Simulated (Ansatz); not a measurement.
GaSb (zinc blende)

```xyz
2
Lattice="0.0000 3.0662 3.0662 3.0662 0.0000 3.0662 3.0662 3.0662 0.0000" Properties=species:S:1:pos:R:3 pbc="T T T"
Sb     1.5331     1.5331     1.5331
Ga     0.0000     0.0000     0.0000
```

Grid over V/V₀ and (c/a)/(c/a)₀, subscript 0 meaning the relaxed cell; the conventional c axis lies along z; no internal relaxation.

These are r2SCAN (plane waves to 500 eV, PAW, scalar-relativistic; Ansatz, a program for electronic structure) values and carry that method's errors. k mesh 13×13×13 (Γ-centred), Fermi-Dirac smearing 0.05 eV. The energy includes the smearing's −TS. GaSb was relaxed with its symmetry unable to fall. Spin-orbit coupling is left out, though Sb is heavy.

Changes of ΔE (meV/atom) from the point V/V₀ = 1.000, (c/a)/(c/a)₀ = 1.000 when one coordinate moves alone (two changes are said to add if the coupling is within 5 % of the smaller one, nearly so within 20 %):

```json
[
 {"point": "V/V₀ = 1.000, (c/a)/(c/a)₀ = 0.880", "change": "40.87"},
 {"point": "V/V₀ = 1.000, (c/a)/(c/a)₀ = 0.940", "change": "10.50"},
 {"point": "V/V₀ = 0.920, (c/a)/(c/a)₀ = 1.000", "change": "36.07"},
 {"point": "V/V₀ = 0.960, (c/a)/(c/a)₀ = 1.000", "change": "8.34"},
 {"point": "V/V₀ = 1.040, (c/a)/(c/a)₀ = 1.000", "change": "7.06"},
 {"point": "V/V₀ = 1.080, (c/a)/(c/a)₀ = 1.000", "change": "26.30"},
 {"point": "V/V₀ = 1.000, (c/a)/(c/a)₀ = 1.060", "change": "10.78"},
 {"point": "V/V₀ = 1.000, (c/a)/(c/a)₀ = 1.120", "change": "43.16"}
]
```

Problem. What is the change at V/V₀ = 1.080, (c/a)/(c/a)₀ = 1.120, where both move, and how far is it from the sum?

Solution. The sum of the single changes is 26.30 + (43.16) = 69.46; the calculation gives 69.77, so they add (within 5 % of the smaller single change).

Problem. Do the two effects add at V/V₀ = 0.960, (c/a)/(c/a)₀ = 1.120? Give the computed change.

Solution. The sum of the single changes is 8.34 + (43.16) = 51.50; the calculation gives 50.93, so the coupling contributes -0.57 (under 20 % of the smaller single change, nearly additive).

Problem. Do the two effects add at V/V₀ = 0.920, (c/a)/(c/a)₀ = 1.060? Give the computed change.

Solution. The sum of the single changes is 36.07 + (10.78) = 46.85; the calculation gives 46.35, so they add (within 5 % of the smaller single change).

(Under strain, the slope of the energy per volume gives the stress and its curvature an elastic modulus.)
